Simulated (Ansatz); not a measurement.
# Strained layers on ZnSe(001)

Plane-wave DFT in Ansatz, LDA, scalar-relativistic PAW potentials, cutoff 420 eV, no spin-orbit coupling; no spin polarisation. Relaxed cubic crystals, elastic constants with ions relaxed. The substrate, ZnSe (F-43m), has a = 5.568 Å.

| film | a (Å) | C11 (GPa) | C12 (GPa) |
| --- | --- | --- | --- |
| Si (Fd-3m) | 5.402 | 160.9 | 64.3 |
| GaP (F-43m) | 5.391 | 142.5 | 64.0 |
| InP (F-43m) | 5.827 | 100.5 | 56.5 |

Question: For coherent growth on (001), give the strains, the film stress and the thickness at which misfit dislocations become favourable.

Answer: In the plane ε∥ = a_s/a − 1; free along the normal, ε⊥ = −(2C12/C11) ε∥; the stress is Mε∥ with M = C11 + C12 − 2C12²/C11 (tension positive). For 60° dislocations (b = a/√2, ν = C12/(C11 + C12)) the Matthews–Blakeslee balance for one layer on a thick substrate is h = b(1 − ν/4)(ln(h/b) + 1)/(4π|ε∥|(1 + ν)).
| film | ε∥ (%) | ε⊥ (%) | M (GPa) | stress (GPa) | h_c (nm) |
| --- | --- | --- | --- | --- | --- |
| Si (Fd-3m) | +3.07 | -2.46 | 174 | +5.3 | 1.8 |
| GaP (F-43m) | +3.28 | -2.95 | 149 | +4.9 | 1.6 |
| InP (F-43m) | -4.44 | +5.00 | 93 | -4.2 | 0.9 |

h_c falls faster than 1/|ε∥|, owing to the logarithm, and depends on stiffness only through ν, since the film's and the dislocation's energy both scale with the shear modulus. It is an isotropic equilibrium estimate: cool growth keeps films coherent beyond it, large misfits give islands first, linear elasticity loses accuracy past a few per cent, and values of a few b mean that hardly any coherent film forms. The misfits are those of this functional at 0 K and can differ from measured ones by up to about one per cent of strain. Thicker films in tension may also crack. Interfaces between crystals of different valence carry charges of their own.

Cost: about 6.5 core-minutes for the runs cited, on Intel Xeon Processor @ 2.50GHz (Skylake/Cascade Lake), Arm Neoverse V1, Intel Xeon Platinum 8488C (Sapphire Rapids) (shared hosts).